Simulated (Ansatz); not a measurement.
# Notes on SrSiPS$_{4}$

```
Sr P Si S
1.0
   -10.22760    0.00000    0.00000
     0.00000   -5.05063    3.16807
     0.00000    5.05063    3.16807
Sr P Si S
2 2 2 8
Direct
  0.00000 0.00000 0.00000
  0.50000 0.00000 0.00000
  0.25000 0.61211 0.27383
  0.75000 0.27383 0.61211
  0.25000 0.27010 0.70570
  0.75000 0.70570 0.27010
  0.58340 0.91330 0.46410
  0.41660 0.46410 0.91330
  0.91660 0.91330 0.46410
  0.08340 0.46410 0.91330
  0.25000 0.91470 0.70910
  0.75000 0.70910 0.91470
  0.25000 0.19580 0.32820
  0.75000 0.32820 0.19580
```

Single point in Ansatz 0.2.0 with r2SCAN, no spin polarisation. Cutoff 500 eV, PAW datasets, 4×6×6 Γ-centred k mesh, fermi-dirac filling (width 0.1 eV).

(1) What does the stress say?

(2) Where is the largest force?

(3) Is it stable against the elements?

(4) Metal or insulator?

Origin: a known structure type with other elements, at an estimated volume, so it need not be a known compound. Caveats: many states at the Fermi level without spin polarisation, so a magnetic state may lie lower.

Cost: 3.9 min on 1 thread of Intel(R) Xeon(R) Platinum 8488C (Sapphire Rapids), on a shared host, peak memory 1.8 GiB (start from a saved density). The time holds forces, stress, DOS, bands, ELF.

Results:

(1) The pressure is 0.3 GPa (compression positive), so with the atoms held at these fractions the cell is close to zero pressure; the forces are large, so a full relaxation may end otherwise. The principal stresses -0.3, 0.5, 0.8 GPa differ, so its shape would change too.

(2) The largest is on P3 (and as large on other atoms): 1.30 eV/Å, components (0.00, -1.08, 0.73). It makes 72° with the line to a nearest neighbour, S11 at 2.43 Å.

(3) -0.79 eV an atom against the elements' usual phases (free molecules for gases, crystals otherwise, with no correction for O₂ or N₂), so it is bound against them; other compounds may still compete. Relaxing would lower it.

(4) It is a metal, with about 6.3 states/eV a cell as the mean within 0.25 eV of the Fermi level, mostly P p (58 %) and S p (30 %).
